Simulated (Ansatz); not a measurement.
**Field gradients of SiO2 from run to run**

Cell of run 1: a structure deposited in the COD, taken as it stands.

Space group P4_12_12 (No. 92); a = 4.9709, c = 6.9278 Å.

```
site  Wyckoff  site symmetry       x       y       z
  Si       4a            ..2  0.3005  0.3005  0.0000
   O       8b              1  0.2392  0.1037  0.1786
```

One atom of each set is listed.

Relaxed positions (PBE, cell held):

Si (0.3055, 0.3055, 0.0000)
O (0.2365, 0.1168, 0.1852)

All runs are DFT with Ansatz 0.2.0 (plane waves and PAW, scalar-relativistic unless spin–orbit coupling is named, Γ-centred meshes, Fermi–Dirac smearing where given) in this cell.

Run 1: PBE, atoms as given; 420 eV, 5×5×4 k-points, smearing 0.02 eV.
Run 2: PBE, atoms relaxed; 420 eV, 5×5×4 k-points, smearing 0.02 eV.
Run 3: r2SCAN, at the relaxed atoms; 500 eV, 5×5×4 k-points, smearing 0.02 eV.

```json
{"run": "1", "Si V_zz (η)": "-0.54 (0.96)", "O V_zz (η)": "9.08 (0.14)"}
{"run": "2", "Si V_zz (η)": "?", "O V_zz (η)": "?"}
{"run": "3", "Si V_zz (η)": "-0.40 (0.81)", "O V_zz (η)": "9.32 (0.19)"}
```

V_zz in 10²¹ V/m².

Task: Estimate the row of run 2.

Result: Si: -0.40 (0.87); O: 9.44 (0.19). It lies nearest to run 3, from whose tensors on these sites it differs by 0.13 at most (largest principal value of the difference, on O). Taken one at a time, the positions of the atoms (as given or relaxed) move the tensors on these sites by up to 0.52 (largest principal value of the change, on O), the functional (r2SCAN with its higher cutoff) by 0.13 (O).

In runs 1, 3 the atoms aren't at the calculated equilibrium (largest force 0.50, 0.29 eV/Å). The cell isn't the equilibrium one in run 1 (calculated pressure 8 GPa), and the entry's cell may itself be off.
